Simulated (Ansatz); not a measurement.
## InO (P-6m2), stationary points along a deformation path

Theory: DFT PBEsol, scalar-relativistic, plane waves, PAW in Ansatz 0.2.0. Cutoff 420 eV, Γ-centred 12×12×4 k-points, Gaussian smearing of 0.03 eV. No spin polarisation. Energies are free energies at this smearing, counted from the undisturbed cell; pressure is positive in compression.

Reference structure (as given, not relaxed at this level; it stands at -1.8 GPa, and it needn't be the usual structure):

```yaml
crystal:
  lattice:
    - [3.45361, 0.00000, 0.00000]
    - [-1.72681, 2.99092, 0.00000]
    - [0.00000, 0.00000, 15.87710]
  atoms:
    - { symbol: In, position: [0.66667, 0.33333, 0.59002] }
    - { symbol: In, position: [0.66667, 0.33333, 0.40998] }
    - { symbol: O, position: [0.00000, 0.00000, 0.63987] }
    - { symbol: O, position: [0.00000, 0.00000, 0.36013] }
```

The cell holds layers and no dispersion correction was added, so their binding is poorly described.

At fixed volume and fractional coordinates, lengths along (0.000, 0.000, 1.000) are scaled against those across it; ρ is that ratio over its starting value. V = 41.001 Å³/atom. Δσ is the stress along the axis less the mean stress across it (compression positive).

| ρ | ΔE (meV/atom) | Δσ (GPa) | space group |
| --- | --- | --- | --- |
| 0.850 | 160.5 | 10.77 | P-6m2 |
| 0.920 | 49.0 | 5.84 | P-6m2 |
| 0.960 | 15.6 | 3.38 | P-6m2 |
| 1.000 | 0.0 | 1.12 | P-6m2 |
| 1.050 | 1.6 | -1.48 | P-6m2 |
| 1.100 | 22.8 | -3.82 | P-6m2 |
| 1.200 | 110.0 | -7.78 | P-6m2 |

Problem. How does the stress give the slope of the energy, and where is the energy stationary?

Solution. Along the path d ln(length) is 2/3 d ln ρ on the axis and −1/3 d ln ρ across it, so dE/d ln ρ = −(2/3) V Δσ: the energy falls with ρ where Δσ is positive. Δσ vanishes or changes sign between ρ = 1.000 and 1.050, a minimum (near 1.02 by linear interpolation). Pairs of stationary points between two samples would go unseen, and could change a minimum read from distant neighbours into a maximum.

Problem. Integrate that slope from ρ = 1 to 0.850 by the trapezoid rule.

Solution. With V/N in Å³ and 1 eV/Å³ = 160.2 GPa the slopes at ρ = 1.000, 0.960, 0.920, 0.850 are -192, -577, -996, -1837 meV/atom per unit of ln ρ. The steps add 15.7 + 33.5 + 112.1 = 161.3 meV/atom, against 160.5 from the energies; the trapezoid rule misses the curvature of the slope within each step.

Forces appear on the atoms along this scan, and letting them relax would lower the energy and soften the response. The gap closes along the scan, which can put kinks into the curve.

Cost: 7 runs of about 3.1 core-minutes in all, on Intel Xeon Platinum 8259CL (Skylake/Cascade Lake) (shared hosts).